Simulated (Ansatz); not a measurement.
Lattice vibrations of TiW$_{2}$ at Γ

These are results of DFT PBE, scalar-relativistic, plane waves, PAW (Ansatz 0.2.0), not measurements. Settings: 420 eV plane-wave cutoff, Γ-centred 12×12×16 mesh, Fermi-Dirac smearing of 0.15 eV. No spin polarisation. Phonons by linear response, acoustic sum rule imposed.

Relaxed structure:
```xyz
3
Lattice="4.4887 0.0000 0.0000 -2.2443 3.8873 0.0000 0.0000 0.0000 2.7722" Properties=species:S:1:pos:R:3 pbc="T T T"
Ti    0.0000    0.0000    0.0000
W     0.0000    2.5916    0.9677
W     2.2443    1.2958    1.8046
```

The structure comes from a generated guess, relaxed at this level; another structure or a mixture of phases may lie lower. In a metal, frequencies depend on the k mesh and the smearing, soft modes most. Spin–orbit coupling is left out, which matters for heavy elements.

Optical modes at Γ:
```tsv
frequency (THz)	degeneracy
4.60	1
4.99	2
5.55	1
7.57	2
```

All 6 optical modes at Γ are real: no displacement of atoms at fixed cell lowers the energy to second order. Strains and modes at other wave vectors aren't tested by this run.
